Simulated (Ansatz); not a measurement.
Space group P2_13 (No. 198). a = 4.663 Å, b = 4.663 Å, c = 4.663 Å, α = 90.00°, β = 90.00°, γ = 90.00°
```tsv
atom	site	symmetry	x	y	z
Fe	4a	.3.	0.1348	0.1348	0.1348
Ge	4a	.3.	0.8417	0.8417	0.8417
```

Equation of state of this FeGe structure (not necessarily the ground state), with shape and atoms relaxed at each volume where symmetry leaves them free. It has no gap at any of these volumes. The calculation used Ansatz, DFT PBE, scalar-relativistic, plane waves, PAW.

Plane waves to 420 eV, a k mesh through Γ of 8×8×8 on the computed 8-atom cell and Gaussian smearing (0.10 eV); collinear spin.

| V (Å³/atom) | E − E(largest V) (meV/atom) | P (GPa) |
| --- | --- | --- |
| 11.916 | 6.25 | 11.72 |
| 12.296 | -13.65 | 5.32 |
| 12.676 | -19.68 | 0.02 |
| 13.057 | -14.32 | -4.22 |
| 13.437 | 0.00 | -7.57 |

**Question.** Fit a third-order Birch–Murnaghan equation to E(V).

**Answer.** V0 = 12.67 Å³/atom, B0 = 158 GPa, B0' = 6.2.

Only parallel moments were tried here.

Cost: 5 runs of about 47 core-minutes in all, on Intel Xeon Processor @ 2.50GHz (Skylake/Cascade Lake) (shared hosts).